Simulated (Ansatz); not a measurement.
Ansatz input

```yaml
crystal:
  lattice:
    - [5.8707483223, 0.0, 0.0]
    - [0.0, 5.8707483223, 0.0]
    - [0.0, 0.0, 5.8707483223]
  atoms:
    - { symbol: In, position: [1.0, 0.0, 0.0] }
    - { symbol: In, position: [0.5, 0.5, 0.5] }
    - { symbol: In, position: [0.25, 1.0, 0.5] }
    - { symbol: In, position: [0.75, 0.0, 0.5] }
    - { symbol: In, position: [0.5, 0.25, 0.0] }
    - { symbol: In, position: [0.5, 0.75, 0.0] }
    - { symbol: In, position: [0.0, 0.5, 0.25] }
    - { symbol: In, position: [0.0, 0.5, 0.75] }
hamiltonian:
  xc: lda
  pseudopotentials:
    kind: paw
    azcp:
      In: "pseudopotentials/In.paw.azcp"
basis:
  ecutwfc: 420
  fft_grid_basis: typed
kpoints:
  mp_grid: { grid: [6, 6, 6], shift: [0, 0, 0] }
magnetization:
  spin_polarized: false
scf:
  occupations: { method: fermi_dirac, width: 0.1 }
```

Output

```
Warning: the record states the generating functional pbe (its physics header spells it `PBE`), which answers neither for hamiltonian.xc's functional nor for the lda family's — results may be inconsistent (PPs are generated against a specific XC)
Engine: ansatz 0.2.0, x86_64-unknown-linux-gnu
Pseudopotentials: kind: paw
Pseudopotential: In, paw, valence charge 13, recommended cutoff 420 eV (normal) 
Functional definition: SPW92
  exchange = slater_x
  correlation = pw_c
Crystal: 8 atoms, lattice volume = 202.339 Å³
Basis set: ecut = 420 eV, 3911 PW (Γ)
Bands: 60, of which v1, the nominal top of the filled ones, is band 52 counted from 1 (51 counted from 0)
Symmetry: 48 space group operations
Space group: Pm-3n (ITA 223), of the structure as read, at distance tolerance 5.9e-5 Å
k-points: 20 of 216
Non-local potential: In, projectors of the file, l = 0: 2, l = 1: 2, l = 2: 2, l = 3: 2
PAW form: soft (Blöchl's): semilocal exchange-correlation on the pseudo side does not see the compensation charge
PAW frozen core: In, regenerated for the run's functional, and the local potential with it (the file was generated under x = pbe(κ = 0.804, μ = 0.2195149727645171), c = pbe(β = 0.06672455060314922))
PAW one-centre angular grid: In, 590 points (default); XC on 64 Gauss nodes
Initial density: superposition of atomic densities (neutral atoms: chi_scale 0, normalization atom), corrected by the library's trained network
Initial wavefunctions: pseudopotential atomic-orbital guess
Functional: x = slater, c = lda
SCF iter   1: F=—  HF=-43657.004797 eV  |F-HF|=—  |Δ(HF+E_count)|=         —  Δρ=7.71e-3  dr2=6.72e-2  ethr=1.77e-3  ⟨swp⟩=6.0  Hψ=4047  notcnv=0
SCF iter   2: F=—  HF=-43656.981906 eV  |F-HF|=—  |Δ(HF+E_count)|=   2.29e-2  Δρ=3.01e-3  dr2=1.03e-2  ethr=6.46e-5  ⟨swp⟩=2.5  Hψ=2398  notcnv=0
SCF iter   3: F=—  HF=-43656.978543 eV  |F-HF|=—  |Δ(HF+E_count)|=   3.36e-3  Δρ=4.96e-4  dr2=4.41e-4  ethr=9.90e-6  ⟨swp⟩=2.0  Hψ=1999  notcnv=0
SCF iter   4: F=—  HF=-43656.978510 eV  |F-HF|=—  |Δ(HF+E_count)|=   3.28e-5  Δρ=7.51e-5  dr2=1.60e-5  ethr=4.24e-7  ⟨swp⟩=2.0  Hψ=1431  notcnv=0
SCF iter   5: F=—  HF=-43656.978508 eV  |F-HF|=—  |Δ(HF+E_count)|=   2.05e-6  Δρ=2.20e-5  dr2=1.34e-6  ethr=1.54e-8  ⟨swp⟩=3.0  Hψ=2378  notcnv=0
SCF iter   6: F=-43656.978508 eV  HF=-43656.978508 eV  |F-HF|=4.05e-9  |Δ(HF+E_count)|=   5.86e-7  Δρ=6.92e-6  dr2=5.48e-8  ethr=9.62e-11  ⟨swp⟩=1.3  Hψ=3533  notcnv=0
SCF 1 converged in 6 iterations: F = -43656.978508 eV  dr2 = 5.48e-8
SCF converged after 6 iterations
Free energy (F): -43656.978508 eV
Harris-Foulkes:  -43656.978508 eV  (|F-HF|=4.05e-9)
Internal energy: -43656.835702 eV  (E = F + TS)
E sigma→0 (E₀):  -43656.907105 eV
Entropy (-TS):   -0.142806 eV (-17.851 meV/atom)
Fermi energy:    10.344365 eV
--- Per-component energies (eV) ---
  E_band       = -173.540264
  E_kinetic    = 1940.826764
  E_local      = -8500.799798  (includes V_loc(G=0)·N_el)
  E_nonlocal   = 2953.454723
  E_hartree    = 3320.330795
  E_xc         = -1715.479547
  E_vxc        = -816.448242  (∫ρ·V_xc dr)
  E_paw        = -32101.190169  (= ΣΔE_a)
  E_vpaw       = -2391.235466  (= ΣTr[D̂ρ^β])
  E_aug_tail   = 0.000202  (compensation charges beyond the density's cutoff)
  E_ewald      = -9556.254964
  E_core_change = 2.276291  (= ΣΔE_core)
  E_smearing   = -0.142806  (= −TS)
  E_closure    = 0.000000  (closes the sum)
  Σ components = -43656.978508   (vs F -43656.978508, Δ=0.00e0)
```
